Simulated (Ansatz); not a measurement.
**Al₃Cu: energy along a strain**

Al₃Cu, Pm-3m, a = 3.892 Å. The structure is a Materials Project entry; whether it is the stable form wasn't checked. Ansatz: PBEsol, PAW, 420 eV, Γ-centred 12×12×12 mesh on 4 atoms, Gaussian smearing 0.15 eV; no spin polarisation. Cell vectors (Å): 3.892 0.000 0.000; 0.000 3.892 0.000; 0.000 0.000 3.892. The cell is strained by x per cent times the pattern (1 0 0 0 0 0) in the order xx yy zz yz xz xy (engineering shears), with fractional coordinates held. y is the free energy over the start, V0 = 14.743 Å³/atom. Points with a strain past 8.5 % were computed too (3) and aren't used here.

```
x (%) y (meV/atom)
-7.50             ?
-5.00         23.08
-2.50          5.80
 0.00          0.00
 2.50          5.39
 5.00         19.66
 7.50         40.22
```

Fit y = c2 x² + c3 x³ to the other rows, get the stiffness along the pattern, and predict the missing energy.

Least squares on the rows shown. y = 0.84668 x² − 0.016966 x³. The clamped-ion stiffness p·C·p = 2 × 8.467 eV × 160.2 / 14.743 Å³ = 184 GPa, which is C11 in these axes. With a term in x⁴ added, the coefficient of x² becomes 0.8884, 5 % more, which shows how far this figure hangs on the form. At x = -7.50 the fit asked for gives 54.78 meV/atom. The run gave 51.90 meV/atom, so the fit is 2.88 meV/atom too high, 5.5 % of the span of the series, against an rms of 0.37 meV/atom on the fitted rows. The row lies outside the fitted range. With a term in x⁴ added, a fit to the same known rows predicts 51.60 meV/atom, so most of the miss is curvature that the known rows already hold.

Cost: 10 runs of about 0.66 core-minutes in all, on AMD EPYC 9R45 (Zen 5) (shared hosts).